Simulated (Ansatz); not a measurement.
In3GaP4 as one 8-atom ordering (P-43m) on the zincblende lattice: an Ansatz output whose functional has been blanked. Cell and atoms come from a relaxation with r2SCAN.

```yaml
crystal:
  lattice:
    - [5.79239, 0.00000, 0.00000]
    - [0.00000, 5.79239, 0.00000]
    - [0.00000, 0.00000, 5.79239]
  atoms:
    - { symbol: Ga, position: [0.00000, 0.00000, 0.00000] }
    - { symbol: P, position: [0.23886, 0.23886, 0.23886] }
    - { symbol: In, position: [0.50000, 0.50000, 0.00000] }
    - { symbol: P, position: [0.76114, 0.76114, 0.23886] }
    - { symbol: In, position: [0.50000, 0.00000, 0.50000] }
    - { symbol: P, position: [0.76114, 0.23886, 0.76114] }
    - { symbol: In, position: [0.00000, 0.50000, 0.50000] }
    - { symbol: P, position: [0.23886, 0.76114, 0.76114] }
```

```
scf.n_extra_bands = 6 over 36 filled bands (N_el = 72.0): the run solves 42 bands
Pseudopotential: Ga, paw, valence charge 13, recommended cutoff 500 eV
Pseudopotential: P, paw, valence charge 5, recommended cutoff 500 eV
Pseudopotential: In, paw, valence charge 13, recommended cutoff 500 eV
Crystal: 8 atoms, lattice volume = 194.345 Å³
Basis set: ecut = 500 eV, 4945 PW (Γ)
Symmetry: 24 space group operations
Space group: P-43m (ITA 215)
k-points: 10 of 64 (time reversal used)
preconditioner: auto → Resta (q_TF=auto, 2.312 Å⁻¹)  ε∞=3.7  [insulator: Δε(μ)=1.159 eV  ℏωp=22.6 eV]
SCF converged after 7 iterations
Free energy (F): -23665.543807 eV
Fermi energy:    6.643954 eV
--- Stress (GPa, compression-positive) ---
       -0.003478       0.000000       0.000000
        0.000000      -0.003478       0.000000
        0.000000       0.000000      -0.003478
  P = ⅓ Tr σ = -0.0035 GPa (-0.035 kbar)
--- Band table (eV; the first three rows and the last of 10) ---
  k-point 0: bands = […, 4.3246, 4.3246, 4.3246, 6.6440, 6.6440, 6.6440, 7.8642, 8.6834, 8.6834, 8.6834, …]
  k-point 1: bands = […, 3.8930, 4.4835, 4.4835, 5.1719, 6.1375, 6.1375, 8.7795, 9.1884, 9.5260, 9.6163, …]
  k-point 2: bands = […, 3.5629, 3.6578, 5.0192, 5.0192, 5.3633, 5.3633, 9.2968, 9.3199, 10.1313, 10.3574, …]
  k-point 9: bands = […, 5.3541, 5.7459, 5.7459, 5.7459, 5.8702, 5.8702, 8.0497, 8.5999, 8.5999, 8.5999, …]
```

The file bands.tsv (bands near the Fermi energy, numbered from 0, rounded):
```tsv
# k_distance	band_31	band_32	band_33	band_34	band_35	band_36	band_37	band_38	band_39
# fermi_ev = 6.643954
# [0, 0, 0] at k_distance = 0.000000
# [0, 0.5, 0] at k_distance = 0.542366
# [0.5, 0.5, 0] at k_distance = 1.084732
# [0.5, 0.5, 0.5] at k_distance = 1.627098
# levels_relative_to = fermi_ev
0.000	-2.319	-2.319	0.000	0.000	0.000	1.220	2.039	2.039	2.039
0.542	-2.986	-1.625	-1.625	-1.281	-1.281	2.653	2.676	3.487	3.713
1.085	-2.820	-1.219	-1.219	-1.084	-0.729	3.042	3.056	3.658	3.658
1.627	-0.898	-0.898	-0.898	-0.774	-0.774	1.406	1.956	1.956	1.956
```
In order the rows are Γ, X, M, R.

Q: Which functional gave these numbers?
A. PBE
B. LDA
C. r2SCAN0
D. r2SCAN

A: D. r2SCAN. The cutoff of 500 eV is the one that these potentials recommend for a meta-GGA. There is no exchange loop, so no exact exchange. The stress vanishes on a cell relaxed with r2SCAN. The r2SCAN gap is direct at Γ: 1.22 eV. The log narrows the family; the member has to be judged from the numbers.

Run as `ansatz run input.yaml --threads 4 --pin off --max-ram 6451MiB --backend cpu --events-out ev --progress --plain --runs-dir out`. It took 2.1 s on 4 threads of AMD EPYC 9B45 (Zen 5) (shared host), load about 0.4 per core; peak host memory 0.87 GiB.

All values are calculated for a non-magnetic cell, which may be hypothetical.

No spin-orbit coupling is included; it can move band edges with weight on the heavy atoms by tenths of an eV.
